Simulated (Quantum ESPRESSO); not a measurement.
# Ti6Re2: input and log of a self-consistent run

A calculation, not a measurement. The program is pw.x of Quantum ESPRESSO 7.5 (plane-wave density functional theory). The cell is made up: eight metal atoms on a hexagonal close-packed lattice, with elements, volume, strain and displacements drawn at random and not relaxed, so it may be unstable or far from any real phase. PseudoDojo standard norm-conserving files set the functional (PBE unless stated); there is no spin polarisation or spin-orbit coupling, the Fermi-Dirac width of 0.25 eV means electrons at about 2900 K, and the masses in the input are unused placeholders. Heavy elements are run without spin-orbit coupling, which real alloys of them have. A spin test at this wide smearing found no moment, but such smearing suppresses magnetism that the real alloy may have.

Input:

```
&control calculation='scf', pseudo_dir='./dojo.nc.sr.pbe.v0_5.standard.upf', outdir='./o', disk_io='minimal', tprnfor=.true., tstress=.true. /
&system ibrav=0, nat=8, ntyp=2, nbnd=69, ecutwfc=84.00895049, nosym=.true., tot_charge=0,
 occupations='smearing', smearing='fd', degauss=0.0183746611
/
&electrons conv_thr=1.470e-08, electron_maxstep=70, mixing_beta=0.5 /
ATOMIC_SPECIES
Re 1.0 Re.upf
Ti 1.0 Ti.upf
CELL_PARAMETERS angstrom
0.0227 4.8611 -0.0267
2.8496 -0.0115 4.5646
2.8389 0.0377 -4.5579
ATOMIC_POSITIONS angstrom
Ti -0.1004 -0.0146 -0.0037
Re 2.7649 -0.0562 0.0983
Ti 2.8942 1.6006 -2.2145
Ti 2.8674 1.6417 2.1601
Ti 1.5336 2.4191 -0.0376
Ti 4.3434 2.416 0.1433
Ti 1.3864 4.146 -2.3048
Re 1.4009 4.0412 2.1668
K_POINTS automatic
5 5 5 1 1 1
```

The log is shortened where brackets say so; the opening notice, blank lines, dates and the lines on written files are dropped, and the path of the files is cut. It prints rydbergs, bohrs and kilobars, and counts compression as positive stress. Its total energy is the free energy E - TS of the whole cell.

```
     Program PWSCF v.7.5
     Parallel version (MPI & OpenMP), running on       4 processor cores
     Number of MPI processes:                 4
     Threads/MPI process:                     1
     [start-up lines left out]
     bravais-lattice index     =            0
     lattice parameter (alat)  =       9.1864  a.u.
     unit-cell volume          =     851.1184 (a.u.)^3
     number of atoms/cell      =            8
     number of atomic types    =            2
     number of electrons       =       102.00
     number of Kohn-Sham states=           69
     kinetic-energy cutoff     =      84.0090  Ry
     charge density cutoff     =     336.0358  Ry
     scf convergence threshold =      1.5E-08
     mixing beta               =       0.5000
     number of iterations used =            8  plain     mixing
     Exchange-correlation= PBE
                           (   1   4   3   4   0   0   0)
     [axes and pseudopotential details left out]
   Cartesian axes
     site n.     atom                  positions (alat units)
         1        Ti     tau(   1) = (  -0.0206532  -0.0030034  -0.0007611  )
         2        Re     tau(   2) = (   0.5687659  -0.0115609   0.0202212  )
         3        Ti     tau(   3) = (   0.5953642   0.3292585  -0.4555435  )
         4        Ti     tau(   4) = (   0.5898512   0.3377131   0.4443529  )
         5        Ti     tau(   5) = (   0.3154760   0.4976316  -0.0077347  )
         6        Ti     tau(   6) = (   0.8934783   0.4969939   0.0294782  )
         7        Ti     tau(   7) = (   0.2851955   0.8528712  -0.4741190  )
         8        Re     tau(   8) = (   0.2881783   0.8313129   0.4457311  )
     number of k points=    63  Fermi-Dirac smearing, width (Ry)=  0.0184
                       cart. coord. in units 2pi/alat
        k(    1) = (   0.1704568   0.0992085   0.0003351), wk =   0.0320000
        k(    2) = (   0.3415032   0.0978232  -0.1064496), wk =   0.0320000
     [further k points left out]
     Dense  grid:    88531 G-vectors     FFT dimensions: (  54,  60,  60)
     Estimated max dynamical RAM per process >     334.71 MB
     Estimated total dynamical RAM >       1.24 GB
     Initial potential from superposition of free atoms
     starting charge     101.9898, renormalised to     102.0000
     Starting wfcs are   80 randomized atomic wfcs
     total cpu time spent up to now is       13.5 secs
     per-process dynamical memory:   268.9 Mb
     Self-consistent Calculation
     iteration #  1     ecut=    84.01 Ry     beta= 0.50
     Davidson diagonalization with overlap
     ethr =  1.00E-02,  avg # of iterations =  2.7
     Threshold (ethr) on eigenvalues was too large:
     Diagonalizing with lowered threshold
     Davidson diagonalization with overlap
     ethr =  2.10E-04,  avg # of iterations =  5.2
     total cpu time spent up to now is       70.1 secs
     total energy              =   -1059.38481974 Ry
     estimated scf accuracy    <       0.33582789 Ry
     iteration #  2     ecut=    84.01 Ry     beta= 0.50
     Davidson diagonalization with overlap
     ethr =  3.29E-04,  avg # of iterations =  3.2
     total cpu time spent up to now is       94.9 secs
     total energy              =   -1059.30664275 Ry
     estimated scf accuracy    <       0.87969959 Ry
     iteration #  3     ecut=    84.01 Ry     beta= 0.50
     Davidson diagonalization with overlap
     ethr =  3.29E-04,  avg # of iterations =  2.6
     total cpu time spent up to now is      118.4 secs
     total energy              =   -1059.41766498 Ry
     estimated scf accuracy    <       0.59494748 Ry
     iteration #  4     ecut=    84.01 Ry     beta= 0.50
     Davidson diagonalization with overlap
     ethr =  3.29E-04,  avg # of iterations =  1.2
     total cpu time spent up to now is      137.9 secs
     total energy              =   -1059.45598948 Ry
     estimated scf accuracy    <       0.18780134 Ry
     iteration #  5     ecut=    84.01 Ry     beta= 0.50
     Davidson diagonalization with overlap
     ethr =  1.84E-04,  avg # of iterations =  1.0
     total cpu time spent up to now is      157.2 secs
     total energy              =   -1059.47266858 Ry
     estimated scf accuracy    <       0.00890814 Ry
     [iterations 6 to 14 left out]
     iteration # 15     ecut=    84.01 Ry     beta= 0.50
     Davidson diagonalization with overlap
     ethr =  2.14E-09,  avg # of iterations =  2.0
     total cpu time spent up to now is      423.4 secs
     total energy              =   -1059.47482646 Ry
     estimated scf accuracy    <       0.00000099 Ry
     iteration # 16     ecut=    84.01 Ry     beta= 0.50
     Davidson diagonalization with overlap
     ethr =  9.73E-10,  avg # of iterations =  4.6
     total cpu time spent up to now is      447.6 secs
     total energy              =   -1059.47482657 Ry
     estimated scf accuracy    <       0.00000051 Ry
     iteration # 17     ecut=    84.01 Ry     beta= 0.50
     Davidson diagonalization with overlap
     ethr =  4.97E-10,  avg # of iterations =  2.2
     total cpu time spent up to now is      468.8 secs
     total energy              =   -1059.47482661 Ry
     estimated scf accuracy    <       0.00000005 Ry
     iteration # 18     ecut=    84.01 Ry     beta= 0.50
     Davidson diagonalization with overlap
     ethr =  4.44E-11,  avg # of iterations =  6.2
     total cpu time spent up to now is      500.7 secs
     total energy              =   -1059.47482662 Ry
     estimated scf accuracy    <       0.00000010 Ry
     iteration # 19     ecut=    84.01 Ry     beta= 0.50
     Davidson diagonalization with overlap
     ethr =  4.44E-11,  avg # of iterations =  2.0
     total cpu time spent up to now is      520.8 secs
     End of self-consistent calculation
     [lines on levels left out]
!    total energy              =   -1059.47482662 Ry
     estimated scf accuracy    <          9.5E-09 Ry
     smearing contrib. (-TS)   =      -0.17199976 Ry
     internal energy E=F+TS    =   -1059.30282686 Ry
     The total energy is F=E-TS. E is the sum of the following terms:
     one-electron contribution =    -274.40767398 Ry
     hartree contribution      =     183.03389894 Ry
     xc contribution           =    -174.35661159 Ry
     ewald contribution        =    -793.57244023 Ry
     convergence has been achieved in  19 iterations
     Forces acting on atoms (cartesian axes, Ry/au):
     atom    1 type  2   force =    -0.00270748    0.00378943   -0.02752225
     atom    2 type  1   force =     0.00338826   -0.00326067   -0.03499362
     atom    3 type  2   force =     0.02820045    0.00553197    0.01170248
     atom    4 type  2   force =    -0.01486536    0.01325666    0.04731982
     atom    5 type  2   force =    -0.01933839   -0.01443363   -0.01089069
     atom    6 type  2   force =     0.00738108    0.00931131   -0.04740475
     atom    7 type  2   force =     0.01101054   -0.00160934    0.02827840
     atom    8 type  1   force =    -0.01306910   -0.01258573    0.03351061
     Total force =     0.105307     Total SCF correction =     0.000297
     Computing stress (Cartesian axis) and pressure
          total   stress  (Ry/bohr**3)                   (kbar)     P=       86.13
   0.00055467   0.00000118  -0.00008421           81.59        0.17      -12.39
   0.00000118   0.00042496   0.00000930            0.17       62.51        1.37
  -0.00008421   0.00000930   0.00077689          -12.39        1.37      114.28
     init_run     :     11.21s CPU     11.65s WALL (       1 calls)
     electrons    :    498.05s CPU    507.31s WALL (       1 calls)
     forces       :      3.14s CPU      3.15s WALL (       1 calls)
     stress       :     11.15s CPU     11.16s WALL (       1 calls)
     [timing details left out]
     PWSCF        :   8m45.46s CPU   8m55.21s WALL
     JOB DONE.
```

In other units: free energy -14414.889 eV for the cell, pressure 8.61 GPa, largest force component 1.219 eV/Å in size. The run took 537 s of wall time with four MPI processes on a shared machine (Intel Xeon, older, virtual cores), so the time is rough. A rerun of this cell at a higher cutoff and on a denser mesh moved values by no more than 0.002 eV in energy, 0.02 GPa in stress and 0.004 eV/Å in force, and a second program with other atomic files agreed on that cell to 2 % rms in force and 0.5 GPa in pressure.